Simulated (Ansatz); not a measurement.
Structure: Ga₃PN₂ as one 6-atom ordering (Imm2) on the zincblende lattice, at its r2SCAN minimum. The symmetry is Imm2 (No. 44, orthorhombic); conventional cell a = 3.402 Å, b = 10.249 Å, c = 4.789 Å, 13.91 Å³ an atom. N is surrounded by 4 Ga at 1.96–2.01 Å; Ga is surrounded by 3 N at 1.96–2.01 Å and 1 P at 2.32 Å; P is surrounded by 4 Ga at 2.27–2.32 Å; Ga is surrounded by 2 N at 1.98 Å and 2 P at 2.27 Å.

```
N Ga P
1.0
    -1.70103    5.12436    2.39428
     1.70103   -5.12436    2.39428
     1.70103    5.12436   -2.39428
N Ga P
2 3 1
Direct
  0.32698 0.99916 0.32782
  0.67135 0.99916 0.67218
  0.53590 0.72225 0.81364
  0.90861 0.72225 0.18636
  0.31046 0.81046 0.50000
  0.99670 0.99670 0.00000
```

3 runs of Ansatz on this cell differ in the functional (and in the settings that go with it). Levels are in eV from each run's valence top; v1 is the last filled band, c1 the first empty one.

Run A, mean stress +0.2 GPa (compression positive):
```tsv
point	v4	v3	v2	v1	c1	c2
Γ	-3.19	-1.43	-1.36	-0.12	1.04	3.68
X	-3.48	-2.92	-2.71	0.00	1.42	3.91
F₀	-4.34	-3.87	-3.26	-2.22	2.59	2.65
```

Run B, mean stress 0.0 GPa (compression positive):
```tsv
point	v4	v3	v2	v1	c1	c2
Γ	-3.20	-1.42	-1.36	-0.12	1.70	4.40
X	-3.51	-2.94	-2.72	0.00	2.12	4.64
F₀	-4.37	-3.90	-3.28	-2.24	3.30	3.35
```

Run C, mean stress 0.0 GPa (compression positive):
```tsv
point	v4	v3	v2	v1	c1	c2
Γ	-2.96	-1.31	-1.26	-0.11	0.50	3.08
X	-3.25	-2.81	-2.50	0.00	0.96	3.22
F₀	-4.05	-3.65	-3.16	-2.15	2.12	2.20
```

Question: Match the runs to r2SCAN, HSE06, PBE0.

Answer: A is HSE06, B is PBE0, C is r2SCAN. In order of the gap: r2SCAN 0.50, HSE06 1.04, PBE0 1.70 eV.

No spin polarisation and no zero-point or thermal motion; the cell was built from a prototype and may be hypothetical.

The program warns that its thresholds are loose for a hybrid's stress.
